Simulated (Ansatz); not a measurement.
A geometry of YN away from equilibrium: step 2 of the relaxation of a relaxed YN cell, doubled along one cell vector, shaken by Gaussian noise of σ = 0.08 Å a coordinate. These are r2SCAN (plane waves to 500 eV, PAW, scalar-relativistic; Ansatz, an electronic-structure program) values and carry that method's errors. Γ-centred k-mesh 8×8×4 on the run's cell (coarser than for final values), Fermi–Dirac smearing 0.05 eV.

```xyz
4
Lattice="0.0097 2.4158 2.4564 2.4584 0.0007 2.4654 4.9249 4.8577 -0.0068" Properties=species:S:1:pos:R:3:forces:R:3 pbc="T T T" free_energy=-8496.578 pressure_GPa=2.1
Y     -0.0400    -0.0626     0.0549    1.7303    1.3001   -1.7421
Y      2.5857     2.3522    -0.1304   -1.9701   -1.3988    2.1587
N      2.5581     2.3402     2.5104   -0.4441   -0.2523    0.2434
N      4.9198     4.7442     2.5114    0.6839    0.3511   -0.6599
```

Positions in Å, forces in eV/Å, free energy of the cell in eV (comparable only within this code, potentials and settings). Largest force: 3.24 eV/Å, on Y2 (atoms numbered as listed); the geometry lies 0.09 eV/atom above the end of its relaxation.

No spin polarisation in the result.
